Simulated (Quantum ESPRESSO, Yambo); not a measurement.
Levels of theory for the gap of CsVN2

CsVN2 (space group Fd-3m, No. 227): one geometry, one set of norm-conserving LDA (Quantum ESPRESSO, 84 Ry, without SOC) orbitals, self-energies from Yambo (2×2×2 Γ-centred k mesh, bands 3 to 214 and a 7 Ry block in the screening, 214 bands in G with the Bruneval-Gonze terminator, plasmon pole fitted at 27.2 eV).

The geometry is that of Materials Project entry mp-1029293, symmetrised and not relaxed again.

```
level                                                     gap L → Γ (eV)  direct gap at Γ (eV)                        rough Yambo cost
--------------------------------------------------------  --------------  --------------------  --------------------------------------
LDA (Quantum ESPRESSO)                                              0.53                  0.55                                       –
exchange only (Hartree-Fock self-energy on LDA orbitals)           10.05                 10.07                    about 1/8 (6 states)
static COHSEX@LDA                                                   1.78                  1.84       within a factor of two (3 states)
G0W0@LDA, plasmon pole                                              1.33                  1.36                            1 (6 states)
G0W0@LDA, multipole fit to 8 frequencies, no terminator             1.52                  1.54       within a factor of two (3 states)
G0W0@LDA, plasmon pole, no terminator                               1.47                  1.49  about 1/4 (3 states, screening reused)
```

Bare exchange has no screening and gives the widest gap; static COHSEX screens it but leaves out the frequency dependence, which G0W0 restores.

Costs are rough ratios of core time on shared machines.

Nearest settings tried, and what they do to the gap: 141 bands in G: -35 meV; 104 bands in W: -27 meV; 3 Ry block (89 vectors against 339): +209 meV. Not varied: mesh. So the settings aren't converged at that level. The k mesh is coarse.

The 3d shell has no Hubbard U; the runs are without spin polarisation, and magnetic order was not tried.

The structure is a Materials Project entry; no match was found in the copy of COD used, and its stability was not checked.
